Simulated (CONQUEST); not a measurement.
Consider a self-consistent single point of GeTe₄Pb₃ (P1, 8 atoms in the cell; from Materials Project mp-1224448, changed as shown).

```
CELL_PARAMETERS angstrom
      4.56376     0.00000     0.00000
      0.00000     4.56376     0.00000
      0.00000     0.00000    12.91662
ATOMIC_POSITIONS crystal
  Ge 0.01578 0.99033 0.99804
  Te 0.00753 0.98301 0.23436
  Te 0.99763 0.00324 0.76286
  Te 0.48808 0.49431 0.00091
  Te 0.49173 0.51294 0.50247
  Pb 0.50403 0.51289 0.75497
  Pb 0.49732 0.50428 0.24083
  Pb 0.99789 0.99900 0.50555
```

All values come from this method and carry its errors: LDA (PW92), numerical atomic orbitals double-zeta with polarisation (the shipped basis), PseudoDojo norm-conserving potentials made for LDA in CONQUEST 1.3.

CONQUEST settings:

```
key                                             value
---------------------  ------------------------------
basis                                             DZP
Diag.MPMeshX, Y, Z                              6 6 2
potentials             PseudoDojo norm-conserving LDA
Grid.GridCutoff                                175 Ha
DM.SolutionMethod                              diagon
Diag.kT                                   0.000367 Ha
Diag.GammaCentred                                true
minE.SCTolerance                              1.0e-07
SC.MaxIters                                       100
SC.LinearMixingFactor                             0.5
AtomMove.TypeOfRun                             static
```

Results:

```
Property                                                   Value
------------------------------------------------  --------------
Number of valence electrons                                  120
Number of bands                                              144
Number of k-points after the program's reduction              60
Size of the basis                                            144
Number of SCF iterations                                      14
FFT grid                                           60 × 60 × 160
Free energy E − TS                                -19551.8747 eV
Top of the valence band (on the code's own zero)        -4.70 eV
Gap on the k-point mesh                                  0.67 eV
Pressure                                               -3.07 GPa
Largest force (vector length)                         0.275 eV/Å
```

Forces (eV/Å):
```tsv
atom	Fx	Fy	Fz
Ge1	0.223	-0.017	0.160
Te2	-0.119	0.128	0.051
Te3	-0.009	0.020	-0.070
Te4	-0.189	0.001	-0.158
Te5	0.009	-0.066	-0.040
Pb6	-0.004	-0.027	-0.119
Pb7	0.073	-0.070	0.233
Pb8	0.013	0.032	-0.068
```

Gaps are taken between levels on the mesh.

For comparison: a first run was changed to give this one (atoms moved at random), and from it to this one the free energy rises by 1.6 meV/atom, the pressure goes from -3.35 to -3.07 GPa, the largest force goes from under 0.1 to 0.27 eV/Å and the gap on the mesh goes from 0.635 to 0.670 eV.

Spin-orbit coupling is left out, which matters for bands and gaps with elements this heavy. The program uses no crystal symmetry, so grid and mesh can part values that symmetry would make equal. The atom-centred basis is finite, which shifts total energies, pressures, gaps and forces against plane waves. The structure comes from a collection of computed structures, made at another level of theory; the collection holds predicted forms beside known ones.

Cost on one core: roughly 4 core-minutes.
